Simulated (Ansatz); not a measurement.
Input:

ZnS:
Space group P6₃mc (No. 186); a = 3.7429 Å, b = 3.7429 Å, c = 18.3745 Å, α = 90.00°, β = 90.00°, γ = 120.00°

```
atom  site  symmetry       x       y       z
----  ----  --------  ------  ------  ------
Zn      2b       3m.  0.6667  0.3333  0.3333
Zn      2b       3m.  0.3333  0.6667  0.1669
Zn      2a       3m.  0.0000  0.0000  0.0000
S       2b       3m.  0.6667  0.3333  0.4581
S       2b       3m.  0.3333  0.6667  0.2916
S       2a       3m.  0.0000  0.0000  0.1251
```

This is the LDA-relaxed structure.

All from LDA in the plane-wave PAW code Ansatz, unless another level is named. Give the Poisson's ratio.

0.31.

Give the highest zone-centre frequency (without LO–TO term).

10.43 THz.

Space group P6_3mc (6H polytype). The workflow started from a Materials Project entry (that database holds measured and hypothetical structures alike). Its sites differ from those of the usual phase in this space group: another stacking or structure type. The LDA relaxation kept the symmetry of its start; whether a distortion lowers the energy is not shown.

Potentials: the later of the program's two PAW sets.
